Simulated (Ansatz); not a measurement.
Given:

NbAg:
Space group Fm-3m (No. 225); a = b = c = 5.381 Å, α = β = γ = 90.00°

| atom | site | symmetry | x | y | z |
|---|---|---|---|---|---|
| Ag | 4a | m-3m | 0.0000 | 0.0000 | 0.0000 |
| Nb | 4b | m-3m | 0.5000 | 0.5000 | 0.5000 |
(The calculation used a cell of 2 atoms; values per cell refer to that cell.)

This is the PBEsol-relaxed structure.

**Question.** All from the program Ansatz at the PBEsol level (PAW), unless another level is named. Estimate the density of states at the Fermi level.

**Answer.** 1.5 states/eV per atom (mean over ±0.08 eV).

**Question.** Next, the formation energy from the elements (no fitted shifts)?

**Answer.** 1.19 eV/atom.

The start of the workflow was typed in or built on a structure type; neither database checked (COD, Materials Project) lists it. Whether it is the stable phase at ambient conditions was not checked. Symmetry was held in the PBEsol relaxation. At this level the phase is mechanically unstable. The run is not spin-polarised. Its formation energy is positive at this level, so the cell may be metastable or incomplete. The references are the lowest solids computed at this level, not always the standard phases. Scalar-relativistic: spin–orbit coupling is off unless named, which matters more the heavier the elements.

Potentials: the later of the program's two PAW sets.
